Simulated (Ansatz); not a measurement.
# SiO2: the gap against volume

SiO2, P4_32_12, a = 4.941 Å, c = 6.860 Å. This isn't the usual stable structure of the compound. Ansatz: LDA, PAW, 420 eV, Γ-centred 6×6×4 mesh on 12 atoms, Gaussian smearing 0.02 eV; no spin polarisation. Shape and atoms are relaxed at each volume; x = ln(V/V0) with V0 = 13.953 Å³/atom. The gap is read at the mesh points alone.

| x | gap y (eV) |
| --- | --- |
| -0.0619 | 5.663 |
| -0.0305 | 5.609 |
| 0.0000 | 5.556 |
| 0.0296 | 5.508 |
| 0.0583 | ? |

Task: Fit a straight line to the other rows, give the volume deformation potential of the gap and its pressure coefficient, and predict the missing gap. B0 = 11.2 GPa.

Result: Means x = -0.01570, y = 5.5840; Σ(Δx)² = 0.004652, ΣΔxΔy = -0.007902; the slope is their ratio. y = 5.5573 − 1.6986 x. The slope is the deformation potential a = dE_g/d ln V = -1.70 eV, and dE_g/dP = −a/B0 = 152 meV/GPa. At x = 0.0583 the fit asked for gives 5.458 eV. The run gave 5.463 eV, so the fit is 0.005 eV too low, a small miss on the scale of the series. The form still works here, 31 % of the fitted range beyond its end.

Semilocal functionals give gaps under the measured ones; changes of the gap mostly carry over better.

Cost: 5 runs of about 31 core-minutes in all, on AMD EPYC (Zen 3) (shared hosts).